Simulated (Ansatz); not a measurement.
The relaxed structure here is a generated cell of NbAs: the first start was made by placing the elements on the sites of a structure type, and the end was not matched to a known phase here, so it may be hypothetical.

The end point of a relaxation of NbAs. Computed with PBEsol (plane waves to 420 eV, PAW, scalar-relativistic; Ansatz, an electronic-structure program).

```xyz
8
Lattice="3.2290 -3.7510 0.0000 3.2290 3.7510 0.0000 0.0000 0.0000 6.7058" Properties=species:S:1:pos:R:3 pbc="T T T"
As     3.2290    -1.8755     6.0129
As     3.2290     1.8755     0.6929
As     1.6145     0.0000     3.3529
As     4.8436     0.0000     3.3529
Nb     3.2290    -3.2503     1.4920
Nb     3.2290    -0.5007     1.4920
Nb     3.2290     3.2503     5.2138
Nb     3.2290     0.5007     5.2138
```

Determine the symmetry and give the standard cell with its independent sites.

Space group Cmme (No. 67); a = 6.458 Å, b = 7.502 Å, c = 6.706 Å, α = β = γ = 90.00°

| atom | site | symmetry | x | y | z |
|---|---|---|---|---|---|
| As | 4g | mm2 | 0.0000 | 0.7500 | 0.1033 |
| As | 4b | 222 | 0.2500 | 0.5000 | 0.5000 |
| Nb | 8m | m.. | 0.0000 | 0.0667 | 0.2225 |

Give the shortest distances between elements (the closest pairs, up to four, under 3.6 Å).

As–Nb 2.51 Å; Nb–Nb 2.75 Å; As–As 3.23 Å.

The volume per atom is 20.31 Å³. The band gap is zero (metallic).

No spin polarisation in the result.

The run could not lose the symmetry of its start, so the end can be a saddle point.

It was reached from a disturbed copy of a P4₂/mmc (No. 131) cell, against which it lies -0.09 eV/atom.
